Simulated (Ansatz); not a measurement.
The relaxed structure here is a generated cell of Au: the first start was made by placing the elements on the sites of a structure type, and the end was not matched to a known phase here, so it may be hypothetical. Known forms of Au include space group No. 225.

One starting cell of Au (a generated trial cell of Au in the beta-Sn structure type) was relaxed twice with Ansatz (plane waves, PAW, scalar-relativistic): with r2SCAN at 500 eV and with PBE at 420 eV. The r2SCAN result:

```cif
data_Au2
_chemical_formula_sum 'Au2'
_space_group_name_H-M_alt 'P 1'
_space_group_IT_number 1
_cell_length_a 3.99179
_cell_length_b 3.99179
_cell_length_c 3.99179
_cell_angle_alpha 96.694
_cell_angle_beta 96.694
_cell_angle_gamma 140.073
loop_
_space_group_symop_operation_xyz
  'x, y, z'
loop_
_atom_site_label
_atom_site_type_symbol
_atom_site_fract_x
_atom_site_fract_y
_atom_site_fract_z
_atom_site_occupancy
Au1 Au 0.75000 0.25000 0.50000 1
Au2 Au 0.00000 0.00000 0.00000 1
```

```csv
quantity,r2SCAN,PBE
space group,I4₁/amd,I4₁/amd
volume (Å³/atom),19.19,(withheld)
a (Å),5.306,(withheld)
c (Å),2.726,(withheld)
"gap (eV, no spin-orbit coupling)",0.00,(withheld)
```

Question: Fill in the PBE column.

Answer: 
- volume (Å³/atom), PBE: 19.72
- a (Å), PBE: 5.353
- c (Å), PBE: 2.752
- gap (eV, no spin-orbit coupling), PBE: 0.00

Both levels end in the same structure; PBE's volume is 2.8 % larger. Neither column is exact.

No spin polarisation in the result.

The run could not lose the symmetry of its start, so the end can be a saddle point.

All atoms sit on sites fixed by symmetry, so only the cell could relax.

Ansatz is a program for electronic structure.
